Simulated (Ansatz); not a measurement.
Theory: DFT PBE, scalar-relativistic, plane waves, PAW (Ansatz 0.2.0). All cells share a 420 eV cutoff and Γ-centred k meshes spaced about 0.3 Å⁻¹ or finer (0.25 for metals, 2π included). No spin polarisation.

All energies are static (0 K, no zero-point motion).

Compare these two cells of Ga2GeSe2, each relaxed at this level.

A.

```
CELL_PARAMETERS angstrom
3.89535 0.00000 0.00000
-1.94768 3.37348 0.00000
0.00000 0.00000 20.97752
ATOMIC_POSITIONS crystal
Ga 0.66667 0.33333 0.63865
Ga 0.33333 0.66667 0.36135
Ga 0.00000 0.00000 0.05871
Ga 0.00000 0.00000 0.94129
Ge 0.33333 0.66667 0.47871
Ge 0.66667 0.33333 0.52129
Se 0.00000 0.00000 0.30759
Se 0.00000 0.00000 0.69241
Se 0.66667 0.33333 0.88732
Se 0.33333 0.66667 0.11268
```

B.

```
CELL_PARAMETERS angstrom
2.02424 1.16870 7.99291
-2.02424 1.16870 7.99291
0.00000 -2.33739 7.99291
ATOMIC_POSITIONS crystal
Ga 0.20296 0.20296 0.20296
Ga 0.79704 0.79704 0.79704
Ge 0.00000 0.00000 0.00000
Se 0.59940 0.59940 0.59940
Se 0.40060 0.40060 0.40060
```

Task: Which form is favoured at zero pressure, and by what margin per atom?

Result: A is lower, by 227 meV/atom. A has space group P-3m1 (No. 164), 27.6 Å³/atom and a gap of 0.30 eV on its mesh; B has space group R-3m (No. 166), 22.7 Å³/atom and no gap. Counting Ge or Se atoms around Ga (for each partner element, those within 1.25 times its shortest distance or 1.15 times the sum of covalent radii, where it is the nearest in units of that sum or under 1.3; a slash parts the counts of unlike sites), A has Ga 3/4 and B has Ga 3. A holds Ge–Ge nets (shortest 2.42 Å); in B the shortest Ge–Ge distance is 4.05 Å. In A, around Ga on its first site lie 1 Ge at 2.46 Å and 3 Se at 2.52 Å; Ge has 3 Ge at 2.42 Å and 1 Ga at 2.46 Å; Se on its first site has 3 Ga at 2.52 Å; 2 more sites not described. In B, Ga is surrounded by 3 Se at 2.78 Å and 3 Ga at 2.91 Å; Ge is surrounded by 6 Se at 2.84 Å; Se has 3 Ga at 2.78 Å and 3 Ge at 2.84 Å. Both come from trial cells of a structure search.

No dispersion correction is applied, so the spacing and binding between layers, chains or molecules are poorly described (P-3m1), and this can change margins and order among such cells. Kohn–Sham gaps at this level usually fall short of measured ones. Small gaps are read on the mesh alone, and bands can cross between its points. With atoms moved at random, A came back. B had no clear such test and can be a saddle point.
